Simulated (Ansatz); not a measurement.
Relaxed Bi2Se3 (Bi2Te3 type, space group R-3m):

```
CELL_PARAMETERS angstrom
      2.07216     1.19636     9.48267
     -2.07216     1.19636     9.48267
      0.00000    -2.39272     9.48267
ATOMIC_POSITIONS crystal
  Bi 0.40087 0.40087 0.40087
  Bi 0.59913 0.59913 0.59913
  Se 0.00000 0.00000 0.00000
  Se 0.21052 0.21052 0.21052
  Se 0.78948 0.78948 0.78948
```

Scan: atom 4 (Se, nearest neighbour Bi at 2.863 Å; its periodic images, 4.1 Å or more away, move with it) is displaced towards the nearest neighbour, direction (0.724, -0.418, 0.549) in Cartesian axes, by s. The other atoms stay.

These are PBE-D3(BJ) (plane waves to 420 eV, PAW, scalar-relativistic; Ansatz, a quantum-chemistry and plane-wave program) values and carry that method's errors. k mesh 8×8×8 (Γ-centred), Fermi-Dirac smearing 0.05 eV. Energies are smeared free energies. Bi2Se3 was relaxed with its symmetry unable to fall. Spin-orbit coupling is left out, though Bi is heavy. The zero of ΔE is the undisplaced structure.

| s (Å) | ΔE (meV/cell) |
|---|---|
| -0.570 | 492 |
| -0.456 | 341 |
| -0.342 | 209 |
| -0.228 | withheld |
| -0.114 | 28 |
| 0.000 | 0 |
| 0.114 | 34 |
| 0.228 | 152 |
| 0.342 | 383 |
| 0.456 | 771 |
| 0.570 | 1381 |

Problem. Fit a polynomial form (powers 2, 3, 4) to the given rows and predict ΔE at s = -0.228.

Solution. Least squares on the 10 given rows: ΔE = (2317)·s² + (2365)·s³ + (1737)·s⁴, in meV/cell with s in Å; root-mean-square residual 6.2 meV/cell. At -0.228 the fit gives 97 meV/cell; the calculation gives 101 meV/cell, so the interpolation is off by -4 (-4.0 %). The quadratic term alone would give 120 meV/cell.

(A displaced cell: forces are minus the slopes of the energy, force constants its curvatures, and phonons follow from these.)
